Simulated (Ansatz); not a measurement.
Cu Kα1 powder pattern (kinematic, no thermal factors).
```tsv
2θ (°)	relative intensity
21.67	20
30.83	100
38.00	11
44.16	68
49.71	5
54.83	23
59.64	6
64.23	10
68.65	3
72.94	28
77.13	1
81.25	21
85.33	3
```

The pattern is computed from a structure relaxed with DFT PBE, scalar-relativistic, plane waves, PAW in Ansatz 0.2.0. No spin polarisation. Its elements are Cl, Ge.

Task: Give the structure.

Result: GeCl3.
Space group Im-3m (No. 229). a = 5.796 Å, b = 5.796 Å, c = 5.796 Å, α = 90.00°, β = 90.00°, γ = 90.00°
```
atom  site  symmetry       x       y       z
  Ge    2a      m-3m  0.0000  0.0000  0.0000
  Cl    6b    4/mm.m  0.5000  0.0000  0.0000
```

A pattern alone doesn't exclude other cells with like lines; this is the one computed.

Another cell of GeCl3 relaxed alike, in Pm-3m, lies 0.56 eV/atom lower, so this cell isn't the stable form at this level.

The cell was found from a structure generator's guess, not taken from experiment.
